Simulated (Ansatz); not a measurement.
GaN (wurtzite)

```xyz
4
Lattice="3.2186 0.0000 0.0000 -1.6093 2.7874 0.0000 0.0000 0.0000 5.2435" Properties=species:S:1:pos:R:3 pbc="T T T"
Ga     1.6093     0.9291     0.0051
Ga     0.0000     1.8583     2.6268
N      1.6093     0.9291     3.2732
N      0.0000     1.8583     0.6514
```

The slice is a (-1 1 0 2) plane (indices of the conventional cell) through the point (0.667, 0.333, 0.001) (fractional), spanned by u = [110] and v = [1 -1 1] in vectors of this cell: u (3.22 Å) and v (7.65 Å, at 90° to u). It covers one period; positions are fractions (u, v).

Computed with PBE (plane waves to 420 eV, PAW, scalar-relativistic; Ansatz, an electronic-structure program). k mesh 12×12×6. Inside the PAW spheres the values are not all-electron values, and peaks at nuclei hang on which shells count as valence. GaN was relaxed with its symmetry unable to fall. The PAW data are Ansatz's earlier set.

Task: Predict the map of the electron localisation function (ELF) on the slice.

Result: 
```
v \ u  0.00  0.10  0.20  0.30  0.40  0.50  0.60  0.70  0.80  0.90
-----  ----  ----  ----  ----  ----  ----  ----  ----  ----  ----
0.92   0.14  0.18  0.22  0.16  0.10  0.06  0.10  0.16  0.22  0.18
0.83   0.17  0.16  0.12  0.06  0.03  0.02  0.03  0.06  0.12  0.16
0.75   0.13  0.11  0.07  0.05  0.06  0.07  0.06  0.05  0.07  0.11
0.67   0.22  0.21  0.21  0.42  0.58  0.62  0.58  0.42  0.21  0.21
0.58   0.14  0.18  0.32  0.77  0.83  0.75  0.83  0.77  0.32  0.18
0.50   0.21  0.21  0.36  0.72  0.79  0.77  0.79  0.72  0.36  0.21
0.42   0.08  0.09  0.13  0.23  0.33  0.36  0.33  0.23  0.13  0.09
0.33   0.02  0.03  0.06  0.12  0.16  0.17  0.16  0.12  0.06  0.03
0.25   0.03  0.08  0.29  0.57  0.74  0.79  0.74  0.57  0.29  0.08
0.17   0.14  0.25  0.62  0.79     x     x     x  0.79  0.62  0.25
0.08   0.14  0.18  0.32  0.77  0.83  0.75  0.83  0.77  0.32  0.18
0.00      x     x  0.15  0.23  0.42  0.50  0.42  0.23  0.15     x
```

Values: electron localisation function (ELF). Points within 0.4 Å of a nucleus are blanked (x), as the pseudised field means little there.
